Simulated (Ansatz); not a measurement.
ScAl3 (Cu3Au type, space group No. 221) at seven volumes, plane-wave PAW PBE (Ansatz code), scaled uniformly. One row is withheld.

| V (Å³/atom) | P (GPa) |
|---|---|
| 15.739 | 9.90 |
| 16.258 | 6.08 |
| 16.777 | 2.81 |
| 17.296 | 0.00 |
| 17.815 | ? |
| 18.334 | -4.44 |
| 18.852 | -6.18 |

Question: Fit the shown pressures and predict the withheld one.

Answer: P = (3/2)B₀(x^(7/2) − x^(5/2))[1 + (3/4)(B′ − 4)(x − 1)] with x = (V₀/V)^(2/3). Least squares on the six rows gives V₀ = 17.298 Å³/atom, B₀ = 86.0 GPa, B′ = 4.19. At V = 17.815, x = 0.9806 and P = -2.38 GPa. The run itself gave -2.40 GPa.

Space group Pm-3m (Cu3Au type). The PBE relaxation kept the symmetry of its start; of distortions, only those at the zone centre were tested. No spin polarisation was allowed.

Potentials: the later of the program's two PAW sets.
